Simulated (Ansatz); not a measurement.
SiSe$_{2}$:
```
CELL_PARAMETERS angstrom
     -3.31089     5.62715     2.96651
      3.31089    -5.62715     2.96651
      3.31089     5.62715    -2.96651
ATOMIC_POSITIONS crystal
  Se 0.89005 0.81097 0.70102
  Se 0.39005 0.68903 0.07908
  Se 0.60995 0.31097 0.92092
  Se 0.10995 0.18903 0.29898
  Si 0.75000 0.75000 0.00000
  Si 0.25000 0.25000 0.00000
```

This is the PBE-relaxed structure.

Question: All from DFT-PBE in the program Ansatz with PAW potentials, unless another level is named. Give the smallest direct gap on the standard path.

Answer: 2.37 eV.

Question: What about the electron effective mass?

Answer: 1.1, 1.1, 1.3 mₑ (principal values).

Question: Give the weight of the conduction-edge state by species (Voronoi cells).

Answer: Se 69 %, Si 31 %.

Space group Ibam. Symmetry was held in the PBE relaxation. The volume lies over 15 % above that of the usual cell of this phase: another minimum, or an error of the functional. A crystal of weakly bound chains computed without a dispersion correction: the cell and the soft elastic constants depend strongly on that. Spin–orbit coupling is left out wherever it is not named.

Potentials: the later of the program's two PAW sets.
